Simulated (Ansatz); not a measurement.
Relaxed Bi$_{2}$Se$_{3}$ (Bi2Te3 type, space group R-3m):

```
CELL_PARAMETERS angstrom
      2.07216     1.19636     9.48267
     -2.07216     1.19636     9.48267
      0.00000    -2.39272     9.48267
ATOMIC_POSITIONS crystal
  Bi 0.40087 0.40087 0.40087
  Bi 0.59913 0.59913 0.59913
  Se 0.00000 0.00000 0.00000
  Se 0.21052 0.21052 0.21052
  Se 0.78948 0.78948 0.78948
```

In each cell atom 3 (Se, nearest neighbour Bi at 3.069 Å; its periodic images, 4.1 Å or more away, move with it) moves by s·(-0.675, -0.390, 0.626) (towards the nearest neighbour), the rest being held.

The numbers are results of PBE-D3(BJ) (plane waves to 420 eV, PAW, scalar-relativistic; Ansatz, a first-principles code), not measurements. k mesh 8×8×8 (Γ-centred), Fermi-Dirac smearing 0.05 eV. Energies are smeared free energies. Bi2Se3 was relaxed with its symmetry unable to fall. Spin-orbit coupling is left out, though Bi is heavy. ΔE is measured from the undisplaced structure.

| s (Å) | ΔE (meV/cell) |
|---|---|
| -0.610 | 1060 |
| -0.488 | 601 |
| -0.366 | withheld |
| -0.244 | 126 |
| -0.122 | 30 |
| 0.000 | 0 |
| 0.122 | 30 |
| 0.244 | 126 |
| 0.366 | withheld |
| 0.488 | 601 |
| 0.610 | 1060 |

Q: Fit an even polynomial form (powers 2, 4) to the given rows and predict ΔE at s = 0.366.

A: Least squares on the 9 given rows: ΔE = (1955)·s² + (2399)·s⁴, in meV/cell with s in Å; root-mean-square residual 0.6 meV/cell. At 0.366 the fit gives 305 meV/cell; the calculation gives 306 meV/cell, so the interpolation is off by -1 (-0.3 %). The quadratic term alone would give 262 meV/cell.

(For displaced atoms, the force is minus the slope of the energy, and its curvature is a force constant, which sets phonon frequencies.)
